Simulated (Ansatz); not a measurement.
# KCaSiHO4 — electric field gradients

The cell is a Materials Project structure (computed, not necessarily an observed phase), taken as it stands.

```cif
data_KCaSiHO4
_symmetry_space_group_name_H-M 'P2_1'
_symmetry_Int_Tables_number 4
_cell_length_a 5.6081
_cell_length_b 7.5392
_cell_length_c 5.6563
_cell_angle_alpha 90.000
_cell_angle_beta 118.598
_cell_angle_gamma 90.000
loop_
_atom_site_label
_atom_site_type_symbol
_atom_site_symmetry_multiplicity
_atom_site_Wyckoff_symbol
_atom_site_fract_x
_atom_site_fract_y
_atom_site_fract_z
K K 2 a 0.3542 0.7668 0.7208
Ca Ca 2 a 0.9952 0.5151 0.0070
Si Si 2 a 0.6811 0.7546 0.3754
H H 2 a 0.9599 0.9975 0.4649
O9 O 2 a 0.3490 0.7620 0.2159
O11 O 2 a 0.8124 0.7598 0.7056
O13 O 2 a 0.8089 0.5896 0.2820
O15 O 2 a 0.8084 0.9377 0.2936
```

One atom of each set is listed.

Computed with Ansatz: DFT, PBE, plane waves and PAW, scalar-relativistic, 420 eV cutoff, Γ-centred 5×3×5 k-points, Fermi–Dirac smearing 0.02 eV.

C_Q = eQV_zz/h, which is 24.18 MHz for Q = 1 b and V_zz = 10²¹ V/m²; η = (V_xx − V_yy)/V_zz.

39K: I = 3/2, Q = 60.30 mb; ⁴³Ca: I = 7/2, Q = -40.80 mb; ²H: I = 1, Q = 2.858 mb; ¹⁷O: I = 5/2, Q = -25.58 mb. Nuclear quadrupole moments: year-2017 set (Pyykkö).

Question: Give the quadrupolar parameters of the distinct sites.

Answer: 

```
site  atoms                                                                         first shell  V_xx, V_yy, V_zz (10²¹ V/m²)     η  C_Q (MHz)
   K      2                                       10 O at 2.60–3.28 Å; also 2 Si at 3.25–3.26 Å            -0.79, -1.79, 2.58  0.39       3.77
  Ca      2                                                                  6 O at 2.32–2.57 Å            -0.54, -2.55, 3.08  0.65      -3.04
  Si      2                                                                  4 O at 1.64–1.72 Å            -0.99, -2.38, 3.37  0.41          –
   H      2                                                   1 O at 1.04 Å; also 1 O at 1.56 Å            -0.82, -1.02, 1.83  0.11      0.127
  O9      2                        1 Si at 1.64 Å; also 2 Ca at 2.56–2.57 Å, 2 K at 2.81–2.84 Å            -1.27, -3.56, 4.83  0.47      -2.99
 O11      2                        1 Si at 1.65 Å; also 2 Ca at 2.38–2.41 Å, 2 K at 2.61–3.00 Å            -1.24, -3.53, 4.77  0.48      -2.95
 O13      2              1 Si at 1.64 Å; also 1 H at 1.56 Å, 1 Ca at 2.32 Å, 3 K at 2.60–3.26 Å            -0.49, -4.32, 4.81  0.80      -2.97
 O15      2  1 H at 1.04 Å, 1 Si at 1.72 Å, angle 111°; also 1 Ca at 2.50 Å, 3 K at 2.63–3.28 Å            -0.53, -8.51, 9.04  0.88      -5.59
```

At O9 and O11 V_zz points along its bond to Si (within 2°) in each case. At H V_zz points along its bond to O (within 1°).

Si has no stable isotope with a ground-state quadrupole moment in the table, so no C_Q is given.
